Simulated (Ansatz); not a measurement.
BaTiO3 (tetragonal-perovskite type, space group P4mm)

```
BaTiO3
1.0
    3.95540     0.00000     0.00000
    0.00000     3.95540     0.00000
    0.00000     0.00000     4.04437
Ti Ba O
1 1 3
Direct
  0.50000   0.50000   0.44692
  0.00000   0.00000   0.93184
  0.50000   0.50000   0.90189
  0.50000   0.00000   0.41267
  0.00000   0.50000   0.41267
```

In this cell atom 4 (O, nearest neighbour Ti at 1.983 Å; its periodic images, 4.0 Å or more away, move with it) is moved by s along Cartesian [110], unit vector (0.707, 0.707, 0.000); all other atoms and the cell stay fixed.

Level of theory: PBEsol (plane waves to 420 eV, PAW, scalar-relativistic; Ansatz, a program for electronic structure). k mesh 7×7×7 (Γ-centred), Fermi-Dirac smearing 0.05 eV. E stands for the smeared free energy. BaTiO3 is run without spin polarisation. BaTiO3 was relaxed with its symmetry unable to fall. ΔE is measured from the undisplaced structure.

| s (Å) | ΔE (meV/cell) |
|---|---|
| -0.200 | 128.7 |
| -0.160 | 80.8 |
| -0.120 | 44.7 |
| -0.080 | 19.6 |
| -0.040 | 4.9 |
| 0.000 | 0.0 |
| 0.040 | 4.9 |
| 0.080 | 19.6 |
| 0.120 | 44.7 |
| 0.160 | 80.8 |
| 0.200 | 128.7 |

Task: What force constant k = d²E/ds² at s = 0 does the table give?

Result: 6.1 eV/Å². It is the second difference of the nearest points, corrected with the next pair.

Task: With k = 6.08 eV/Å² from the forces, is the well harmonic out to s = 0.200 Å?

Result: ½ks² = 121.6 meV/cell against the computed 128.7 meV/cell, so the well is stiffer than harmonic there.

(A displaced cell: forces are minus the slopes of the energy, force constants its curvatures, and phonons follow from these.)
